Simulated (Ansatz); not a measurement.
RbCaH3, first-principles data

RbCaH₃ (cubic perovskite, space group No. 221), a = b = c = 4.3983 Å, α = β = γ = 90.00°.

Space group Pm-3m (No. 221), cubic perovskite; conventional cell a = b = c = 4.3983 Å, α = β = γ = 90.00°.

Method: plane-wave PAW LDA (Ansatz code). The cell and atoms are relaxed at this level. Other levels are named where they apply.

**Cell and energy**

- Volume per atom = 17.02 Å³
- Density = 2.51 g/cm³
- Formation energy from the elements (no fitted shifts) = -0.48 eV/atom

**Electronic structure**

- Band gap = 2.83 eV (direct)
- Valence-band maximum = at M
- Conduction-band minimum = at M (3 equivalent valleys)
- Electron effective mass = 0.40, 0.40, 0.64 mₑ (principal values)

**Mechanics**

Bulk modulus (Birch–Murnaghan fit): 29.0 GPa
Pressure derivative B′: 3.7
Elastic constants (relaxed ions, GPa): C11 = 64.2, C12 = 11.3, C44 = 19.0
Mechanical stability: stable (all eigenvalues of C positive)
Hill bulk and shear moduli: 28.9 and 21.7 GPa
Young's modulus: 52.0 GPa
Poisson's ratio: 0.20
Debye temperature from the elastic constants: 376 K

**Dielectric response**

Electronic dielectric constant ε∞ (DFPT): 3.45
Static dielectric constant ε0 (ions relaxed, cell fixed): 11.9
Born charges (a third of the trace): Rb +1.09, Ca +1.74, H -0.94 e

**Phonons**

* **Highest zone-centre frequency (without LO–TO term)**: 1207 cm^-1
* **Zone-centre stability**: no imaginary mode at Γ
* **Dynamical stability on the path**: stable (no imaginary branch)
* **Zero-point energy**: 87.8 meV/atom
* **Vibrational entropy at 300 K**: 22.3 J/(K·mol of atoms)

The workflow started from a Materials Project entry (that database holds measured and hypothetical structures alike); the Crystallography Open Database files this formula in space group No. 221, but the cells were not matched. Its standing as an ambient phase is unchecked. The cell was relaxed with LDA under the symmetry of its start. The references are the lowest solids computed at this level, not always the standard phases (solids in place of the gases). Spin–orbit coupling is left out wherever it is not named.

Potentials: the later of the program's two PAW sets.
